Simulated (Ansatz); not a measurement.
A geometry of Ti away from equilibrium: step 2 of the relaxation of a relaxed Ti cell, doubled along one cell vector, shaken by Gaussian noise of σ = 0.08 Å a coordinate. These are PBE (plane waves to 420 eV, PAW, scalar-relativistic; Ansatz, a program for electronic structure) values and carry that method's errors. Γ-centred k-mesh 6×12×12 on the run's cell (coarser than for final values), Fermi–Dirac smearing 0.05 eV.

```
Ti
1.0
    5.23007    -0.02386     0.02772
   -0.01193     2.64933    -0.00084
    0.01376    -0.00084     2.63016
Ti
2
Direct
  0.01520   0.07029   0.96396
  0.51747   0.93959   0.11885
```

Task: Predict the force on each atom, in eV/Å.

Result: 
| atom | Fx | Fy | Fz |
|---|---|---|---|
| Ti1 | 0.12 | 0.51 | -0.61 |
| Ti2 | -0.12 | -0.51 | 0.61 |

Task: What is the pressure?

Result: -0.5 GPa, compression positive.

No spin polarisation in the result.

The run could not lose the symmetry of its start: the end is stationary, and may be a saddle point rather than a minimum.

The end of the path is a generated cell of Ti: the first start was made by a random draw of sites in a space group, and the end was not matched to a known phase here, so it may be hypothetical. Known forms of Ti include space group No. 194.
